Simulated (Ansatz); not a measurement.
Relaxed structures of HfN for which phonons were computed (DFPT at Γ and, for small cells, zone-boundary points). Computed with PBEsol (plane waves to 420 eV, PAW, scalar-relativistic; Ansatz, an electronic-structure program).

```json
[
 {"structure": "Pm-3m, cP2, CsCl type", "E − E(Fm-3m, cF8, rock salt type) (eV/atom)": "0.98", "V (Å³/atom)": "10.87"},
 {"structure": "P6₃/mmc, hP4, NiAs type", "E − E(Fm-3m, cF8, rock salt type) (eV/atom)": "0.37", "V (Å³/atom)": "11.86"},
 {"structure": "Fm-3m, cF8, rock salt type", "E − E(Fm-3m, cF8, rock salt type) (eV/atom)": "0.00", "V (Å³/atom)": "11.40"}
]
```

Problem. Which of them are dynamically unstable at the sampled points?

Solution. 
- Pm-3m, cP2, CsCl type: weakly unstable, which may be the coarse k-mesh's doing, lowest mode about 35i cm⁻¹
- P6₃/mmc, hP4, NiAs type: nothing beyond 15i cm⁻¹
- Fm-3m, cF8, rock salt type: nothing beyond 15i cm⁻¹

Each run could gain symmetry but not lose that of its start, so entries can be saddle points. From databases, or of a type measured for this composition: Fm-3m, cF8, rock salt type; the others are generated cells (placed on structure types, drawn at random, substituted or restacked) that were not matched to a known phase here. Static energies at zero pressure. No spin polarisation in the result.
